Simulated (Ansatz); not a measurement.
A geometry of AlPd away from equilibrium: step 5 of the relaxation of a relaxed AlPd cell with every coordinate shifted by Gaussian noise of σ = 0.3 Å. These are PBEsol (plane waves to 420 eV, PAW, scalar-relativistic; Ansatz, an electronic-structure program) values and carry that method's errors. Γ-centred k-mesh 7×7×7 on the run's cell (coarser than for final values), Fermi–Dirac smearing 0.05 eV.

```yaml
crystal:
  lattice:
    - [4.82844, 0.00578, 0.00309]
    - [0.00578, 4.83963, 0.00087]
    - [0.00309, 0.00087, 4.86264]
  atoms:
    - { symbol: Al, position: [0.84114, 0.85697, 0.82033] }
    - { symbol: Al, position: [0.66842, 0.16194, 0.31764] }
    - { symbol: Al, position: [0.34077, 0.66961, 0.13046] }
    - { symbol: Al, position: [0.15652, 0.36175, 0.63052] }
    - { symbol: Pd, position: [0.13409, 0.16435, 0.12255] }
    - { symbol: Pd, position: [0.34913, 0.87208, 0.62064] }
    - { symbol: Pd, position: [0.63996, 0.37106, 0.82714] }
    - { symbol: Pd, position: [0.85057, 0.66238, 0.32893] }
```

What forces act on the atoms (eV/Å)?


| atom | Fx | Fy | Fz |
|---|---|---|---|
| Al1 | -0.03 | 0.06 | -0.05 |
| Al2 | -0.74 | 0.27 | 0.17 |
| Al3 | 0.00 | 0.11 | 0.04 |
| Al4 | -0.11 | 0.00 | -0.01 |
| Pd5 | 0.74 | -0.07 | -0.16 |
| Pd6 | 0.03 | -0.06 | 0.00 |
| Pd7 | 0.17 | -0.18 | 0.02 |
| Pd8 | -0.05 | -0.12 | -0.02 |

What is the pressure?

+1.2 GPa, compression positive.

How far above the relaxed end point is this geometry?

0.01 eV/atom; the path ends in P2₁3 (No. 198) (AFLOW prototype AB_cP8_198_a_a (B20, as in FeSi)).

No spin polarisation in the result.

The cell that was disturbed is our relaxation of an entry of Materials Project.
